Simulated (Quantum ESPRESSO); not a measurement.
Inputs of pw.x and gipaw.x (a modified build of Quantum ESPRESSO, PBE) for BaF2; the starting potential comes from an earlier run on another mesh:

```
&CONTROL
  calculation = 'scf'
  prefix = 'x'
  pseudo_dir = './pseudo'
  outdir = './out'
  tprnfor = .true.
/
&SYSTEM
  ibrav = 0
  nat = 3
  ntyp = 2
  ecutwfc = 45
  ecutrho = 180
  occupations = 'fixed'
  nbnd = 12
/
&ELECTRONS
  conv_thr = 1e-11
  startingpot = 'file'
/
ATOMIC_SPECIES
Ba 137.327 Ba.GGA_PBE-JTH.UPF
F 18.998 F.GGA_PBE-JTH.UPF
CELL_PARAMETERS angstrom
    0.000000000000     3.112865000000     3.112865000000
    3.112865000000     0.000000000000     3.112865000000
    3.112865000000     3.112865000000     0.000000000000
ATOMIC_POSITIONS crystal
Ba     0.000000000000     0.000000000000     0.000000000000
F      0.250000000000     0.250000000000     0.250000000000
F      0.750000000000     0.750000000000     0.750000000000
K_POINTS automatic
4 4 4 1 1 1
```

```
&INPUTGIPAW
  job = 'nmr'
  prefix = 'x'
  tmp_dir = './out/'
  restart_mode = 'from_scratch'
  pawproj(1) = .true.
  pawproj(2) = .true.
  use_nmr_macroscopic_shape = .false.
/
```

The cell comes from the Materials Project (a computed structure). It is BaF2 in Fm-3m. Stability against distortions was not tested.

### Question
What does gipaw.x print for the total shieldings?

### Answer
```
     f-sum rule (should be   -24.4226):
           -24.4225         -0.0000         -0.0000
             0.0000        -24.4225          0.0000
            -0.0000          0.0000        -24.4225

     Total NMR chemical shifts in ppm: ---------------------------------------
     (adopting the Simpson convention for anisotropy and asymmetry)-----------

     Atom  1  Ba  pos: (  0.000000  0.000000  0.000000)  Total sigma:        5247.78
          5247.7828         -0.0000         -0.0000
            -0.0000       5247.7828         -0.0000
            -0.0000         -0.0000       5247.7828

     Ba      1    anisotropy:      0.00    eta:    0.0000
     Ba      1    sigma_11=   5247.78
     Ba      1    sigma_22=   5247.78
     Ba      1    sigma_33=   5247.78

     Atom  2  F   pos: (  0.353553  0.353553  0.353553)  Total sigma:         145.38
           145.3796          0.0000          0.0000
            -0.0000        145.3796          0.0000
             0.0000          0.0000        145.3796

     F       2    anisotropy:     -0.00    eta:    0.0000
     F       2    sigma_11=    145.38
     F       2    sigma_22=    145.38
     F       2    sigma_33=    145.38

     Atom  3  F   pos: (  1.060660  1.060660  1.060660)  Total sigma:         145.38
           145.3796          0.0000          0.0000
             0.0000        145.3796          0.0000
            -0.0000          0.0000        145.3796

     F       3    anisotropy:     -0.00    eta:    0.0000
     F       3    sigma_11=    145.38
     F       3    sigma_22=    145.38
     F       3    sigma_33=    145.38
```
The printed anisotropy is 3/2 (σ_33 − σ_iso) in the program's own order; the axes are left out here. All sites are cubic, so the anisotropy vanishes by symmetry. Shieldings are absolute and leave out the bulk-susceptibility term; a larger σ means a smaller chemical shift. By our sweeps, such settings leave a few ppm in absolute σ on light atoms and up to some 20 ppm from Zn on. No spin–orbit coupling; Ba is the heaviest element present. The structure is static (0 K, no zero-point motion).
